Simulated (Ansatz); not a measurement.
The following input was run with Ansatz 0.2.0.

```yaml
crystal:
  lattice:
    - [3.2044045452, 0.0, 0.0]
    - [-1.6022022726, 2.7750957401, 0.0]
    - [0.0, 0.0, 2.7660867134]
  atoms:
    - { symbol: B, position: [0.33333333, 0.66666667, 0.5] }
    - { symbol: Ir, position: [0.0, 0.0, 0.0] }
basis:
  ecutwfc: 420
kpoints:
  mp_grid: { grid: [15, 15, 16] }
hamiltonian:
  xc: pbesol
scf:
  occupations: { method: gaussian, width: 0.1 }
output:
  forces: true
  stress: true
  eigenvalues: true
```

Run as
```bash
ansatz run input.yaml --threads 1 --pin off --max-ram 1331MiB --backend cpu --events-out ev --progress --plain --runs-dir out
```

Method: DFT PBEsol, scalar-relativistic, plane waves, PAW in Ansatz 0.2.0.

Abridged output:

```
Pseudopotentials: kind: paw
Pseudopotential: B, paw, valence charge 3, recommended cutoff 420 eV (normal)
Pseudopotential: Ir, paw, valence charge 17, recommended cutoff 420 eV (normal)
Functional definition: PBEsol
Crystal: 2 atoms, lattice volume = 24.598 Å³
Basis set: ecut = 420 eV, 477 PW (Γ), exchange–correlation on 48×48×40 points (8 copies of the dense FFT grid, shifted against one another)
Bands: 14, of which v1, the nominal top of the filled ones, is band 10 counted from 1 (9 counted from 0)
Symmetry: 12 space group operations
Space group: P-6m2 (ITA 187), of the structure as read, at distance tolerance 2.9e-5 Å
k-points: 243 of 3600 (time reversal used)
Initial density: superposition of atomic densities (neutral atoms: chi_scale 0, normalization atom), corrected by the library's trained network
Initial wavefunctions: pseudopotential atomic-orbital guess
Functional: x = pbesol(κ = 0.804, μ = 0.12345679), c = pbesol(β = 0.046)
SCF iter   1: F=—  HF=-11951.733351 eV  |F-HF|=—  |Δ(HF+E_count)|=         —  Δρ=8.02e-3  dr2=7.57e-3  ethr=1.77e-3  ⟨swp⟩=4.2  Hψ=15601  notcnv=0
SCF iter   2: F=—  HF=-11951.733175 eV  |F-HF|=—  |Δ(HF+E_count)|=   1.76e-4  Δρ=4.61e-3  dr2=2.85e-3  ethr=3.78e-5  ⟨swp⟩=1.3  Hψ=5713  notcnv=0
SCF iter   3: F=—  HF=-11951.732777 eV  |F-HF|=—  |Δ(HF+E_count)|=   3.99e-4  Δρ=2.59e-4  dr2=1.11e-5  ethr=1.43e-5  ⟨swp⟩=2.2  Hψ=4753  notcnv=0
SCF iter   4: F=—  HF=-11951.732779 eV  |F-HF|=—  |Δ(HF+E_count)|=   2.43e-6  Δρ=6.03e-5  dr2=6.02e-7  ethr=5.54e-8  ⟨swp⟩=2.3  Hψ=5536  notcnv=0
SCF iter   5: F=-11951.732779 eV  HF=-11951.732779 eV  |F-HF|=8.57e-10  |Δ(HF+E_count)|=   2.94e-8  Δρ=7.82e-6  dr2=5.48e-9  ethr=3.01e-9  ⟨swp⟩=2.7  Hψ=5334  notcnv=0
SCF iter   6: F=-11951.732779 eV  HF=-11951.732779 eV  |F-HF|=2.71e-10  |Δ(HF+E_count)|=   1.85e-9  Δρ=1.59e-6  dr2=4.11e-10  ethr=2.74e-11  ⟨swp⟩=1.7  Hψ=10546  notcnv=0
SCF 1 converged in 6 iterations: F = -11951.732779 eV  dr2 = 4.11e-10
SCF converged after 6 iterations
Free energy (F): -11951.732779 eV
Harris-Foulkes:  -11951.732779 eV  (|F-HF|=2.71e-10)
Internal energy: -11951.729130 eV  (E = F + TS)
E sigma→0 (E₀):  -11951.730955 eV
Entropy (-TS):   -0.003649 eV (-1.825 meV/atom)
Fermi energy:    16.962951 eV
--- Per-component energies (eV) ---
  E_band       = -192.552852
  E_kinetic    = 663.247981
  E_local      = -1551.678321  (includes V_loc(G=0)·N_el)
  E_nonlocal   = 86.925065
  E_hartree    = 589.888796
  E_xc         = -295.573329
  E_vxc        = -334.014306  (∫ρ·V_xc dr)
  E_paw        = -9163.764829  (= ΣΔE_a)
  E_vpaw       = -236.810684  (= ΣTr[D̂ρ^β])
  E_aug_tail   = 0.000067  (compensation charges beyond the density's cutoff)
  E_ewald      = -2281.054556
  E_core_change = 0.279996  (= ΣΔE_core)
  E_smearing   = -0.003649  (= −TS)
--- Forces (eV/Å), atoms counted from 1 ---
  atom   1  B      0.00000000     0.00000000     0.00000000
  atom   2  Ir     0.00000000     0.00000000     0.00000000
--- Stress (GPa, compression-positive) ---
      -33.682831       0.000000       0.000000
        0.000000     -33.682831       0.000000
        0.000000       0.000000     -32.901173
  P = ⅓ Tr σ = -33.4223 GPa (-334.223 kbar)
--- Band table (eV; the first three rows and the last of 243) ---
  k-point 0: bands = ["-75.4455", "-32.2847", "-32.1693", "-32.1693", "5.1076", "11.6700", "12.7510", "12.7510", "16.2422", "16.2422", "20.2165", "22.2784", "22.2784", "24.5195"]
  k-point 1: bands = ["-75.4448", "-32.2985", "-32.1680", "-32.1680", "5.1991", "11.7304", "12.7880", "12.7880", "16.0796", "16.0796", "19.9862", "22.3797", "22.3797", "24.5601"]
  k-point 2: bands = ["-75.4429", "-32.3378", "-32.1643", "-32.1643", "5.4681", "11.8895", "12.8944", "12.8944", "15.6640", "15.6640", "19.4101", "22.5783", "22.5783", "24.6783"]
  k-point 242: bands = ["-75.4239", "-32.6233", "-32.2075", "-32.2014", "9.3547", "10.4215", "11.7754", "14.7222", "15.9294", "16.9581", "20.1013", "21.0186", "22.5926", "23.1178"]
```

Self-consistency was reached.

Spin–orbit coupling is left out, which can shift energies with elements as heavy as these.